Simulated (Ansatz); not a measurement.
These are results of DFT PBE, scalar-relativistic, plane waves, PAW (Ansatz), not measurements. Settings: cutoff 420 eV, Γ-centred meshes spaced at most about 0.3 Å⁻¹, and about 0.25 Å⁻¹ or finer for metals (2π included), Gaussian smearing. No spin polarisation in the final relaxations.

All energies are static (0 K, no zero-point motion).

Two relaxed structures of NaMg₂Si₂:

A.

Space group Cmmm (No. 65). a = 5.501 Å, b = 10.444 Å, c = 5.778 Å, α = 90.00°, β = 90.00°, γ = 90.00°
```tsv
atom	site	symmetry	x	y	z
Na	2c	mmm	0.5000	0.0000	0.5000
Mg	4i	m2m	0.5000	0.7492	0.0000
Si	2b	mmm	0.5000	0.0000	0.0000
Si	2a	mmm	0.0000	0.0000	0.0000
```

B.

Space group P6/mmm (No. 191). a = 5.331 Å, b = 5.331 Å, c = 5.206 Å, α = 90.00°, β = 90.00°, γ = 120.00°
```tsv
atom	site	symmetry	x	y	z
Na	1b	6/mmm	0.0000	0.0000	0.5000
Mg	2d	-6m2	0.3333	0.6667	0.5000
Si	2c	-6m2	0.3333	0.6667	0.0000
```

Question: Which form is favoured at zero pressure, and by what margin per atom?

Answer: B is lower, by 21 meV/atom. A has space group Cmmm (No. 65), 33.2 Å³/atom and no gap on its mesh; B has space group P6/mmm (No. 191), 25.6 Å³/atom and no gap. Counting Si atoms around Mg and Na (those within 1.25 times the shortest such distance or 1.15 times the sum of covalent radii; the shortest distance is added where it is long for a bond), A has Na 2, Mg 2 and B has Na 12 from 4.0 Å, Mg 2. The denser one is the lower, and pressure would at first widen the difference. Even the lower one lies +0.56 eV/atom against the reference forms of the elements (uncorrected), so neither is stable at this level. Both come from invented guesses. A third cell relaxed alike, in P-3m1, lies 0.35 eV/atom below the lower of the two.

A magnetic state wasn't ruled out in cells without spin, among them Cmmm, P6/mmm. Cells relaxed within their symmetry can be saddle points.
